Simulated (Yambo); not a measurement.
G0W0@LDA for Mg2Ge (anti-fluorite, space group Fm-3m, No. 225) in Yambo. Reference settings: 4×4×4 Γ-centred k mesh, bands 9 to 124 and a 8 Ry block in the screening, 124 bands in G with the Bruneval-Gonze terminator, plasmon pole fitted at 27.2 eV. The LDA gap Γ → X on this mesh is 0.10 eV; G0W0 gaps are taken between the same points.

Gap (Γ → X) in eV against the number of bands and the screening block, terminator on:

```json
[
 {"bands (W and G)": "31", "2 Ry": "0.558", "3 Ry": "0.634", "5 Ry": "0.675", "6 Ry": "0.690", "8 Ry": "0.694"},
 {"bands (W and G)": "48", "2 Ry": "0.528", "3 Ry": "0.634", "5 Ry": "0.701", "6 Ry": "0.730", "8 Ry": "0.738"},
 {"bands (W and G)": "70", "2 Ry": "0.526", "3 Ry": "0.648", "5 Ry": "0.730", "6 Ry": "0.772", "8 Ry": "0.784"},
 {"bands (W and G)": "97", "2 Ry": "0.529", "3 Ry": "0.655", "5 Ry": "0.746", "6 Ry": "0.797", "8 Ry": "0.813"},
 {"bands (W and G)": "124", "2 Ry": "0.530", "3 Ry": "0.659", "5 Ry": "0.754", "6 Ry": "0.812", "8 Ry": "0.831"}
]
```

Rough cost of the Yambo step against the reference (shared machines):

```tsv
bands (W and G)	2 Ry	3 Ry	5 Ry	6 Ry	8 Ry
31	1/6	1/6	1/5	1/4	1/4
48	1/4	1/4	1/3	1/3	1/3
70	1/2	1/2	~1	~1	~1
97	~1	~1	~1	~1	~1
124	~1	~1	~1	~1	1
```

At the largest block the last step in bands moves the gap by 0.018 eV; at the most bands the last step in the block moves it by 0.019 eV.

Spin-orbit splittings are left out.

The standard potential for Ge keeps a d shell in the valence without the s and p states of that shell. In tests on such compounds this moved G0W0 gaps by up to about 0.9 eV, so absolute quasiparticle energies here are unreliable; differences between settings are what counts.

Geometry relaxed with LDA; primitive cell a = 4.4450 Å, b = 4.4450 Å, c = 4.4450 Å, α = 60.00°, β = 60.00°, γ = 60.00°.
